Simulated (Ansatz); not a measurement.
Input:

ZrCuGe2:
Space group P4/nmm, origin choice 1 (No. 129); a = 3.7847 Å, b = 3.7847 Å, c = 9.2104 Å, α = 90.00°, β = 90.00°, γ = 90.00°

```tsv
atom	site	symmetry	x	y	z
Zr	2c	4mm	0.5000	0.0000	0.2376
Cu	2b	-4m2	0.5000	0.5000	0.5000
Ge	2a	-4m2	0.0000	0.0000	0.0000
Ge	2c	4mm	0.0000	0.5000	0.3290
```

This is the r²SCAN-relaxed structure.

**Question.** All from plane-wave PAW r²SCAN (Ansatz code), unless another level is named. Estimate the electronic character.

**Answer.** metallic (no gap).

**Question.** What about the density of states at the Fermi level?

**Answer.** 0.44 states/eV per atom (mean over ±0.08 eV).

**Question.** What about the formation energy from the elements (no fitted shifts)?

**Answer.** -0.51 eV/atom.

The first step of the workflow began from a Materials Project structure, measured or hypothetical; the Crystallography Open Database copy checked does not list it. Whether it is the stable phase at ambient conditions was not checked. The r²SCAN relaxation kept the symmetry of its start; whether a distortion lowers the energy is not shown. The run is not spin-polarised. The references are the lowest solids computed at this level, not always the standard phases. Scalar-relativistic: spin–orbit coupling is off unless named, which matters more the heavier the elements.

Potentials: the later of the program's two PAW sets.
